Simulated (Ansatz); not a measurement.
# Clamped-ion strain scan in CsCaBr$_{3}$

These are results of DFT LDA, scalar-relativistic, plane waves, PAW in Ansatz, not measurements. The runs took a 420 eV cutoff, a Γ-centred 4×4×4 mesh and Gaussian smearing (0.05 eV). Spin–orbit coupling is left out, which matters for the heavy elements here. No spin polarisation. Energies are free energies at this smearing, counted from the undisturbed cell; pressure is positive in compression.

Zero of the scan (as given, not relaxed at this level; it stands at -2.1 GPa, and it needn't be the usual structure):

```
Cs Ca Br
1.0
     5.70867    0.00000    0.00000
     0.00000    5.70867    0.00000
     0.00000    0.00000    5.70867
Cs Ca Br
1 1 3
Direct
  0.00000 0.00000 0.00000
  0.50000 0.50000 0.50000
  0.50000 0.00000 0.50000
  0.00000 0.50000 0.50000
  0.50000 0.50000 0.00000
```

The cell is strained by ε times the Voigt pattern (0, 1, 0, 0, 0, 0) (xx, yy, zz, yz, xz, xy; engineering shear) with fractional coordinates fixed.

```tsv
ε	ΔE (meV/atom)	stress summed along the pattern (GPa, tension positive)	pressure (GPa)	gap on the mesh (eV)
-0.0600	-7.9	-1.36	-0.7	4.20
-0.0450	-10.6	?	-1.1	?
-0.0300	-9.9	0.67	-1.5	4.15
-0.0150	-6.2	1.44	-1.8	4.11
0.0000	0.0	2.08	-2.1	4.08
0.0150	8.2	2.61	?	?
0.0300	18.0	3.04	-2.5	3.96
0.0450	29.2	3.38	-2.7	3.91
0.0525	35.3	3.53	-2.7	3.88
0.0600	41.5	3.65	?	?
```

(1) Give the withheld values.

Results:

(1) stress summed along the pattern (GPa, tension positive) at ε = -0.0450: -0.26; gap on the mesh (eV) at ε = -0.0450: 4.18; pressure (GPa) at ε = 0.0150: -2.3; gap on the mesh (eV) at ε = 0.0150: 4.02; pressure (GPa) at ε = 0.0600: -2.8; gap on the mesh (eV) at ε = 0.0600: 3.85.

Symmetry holds off the tilts and polar distortions that many cubic perovskites undergo.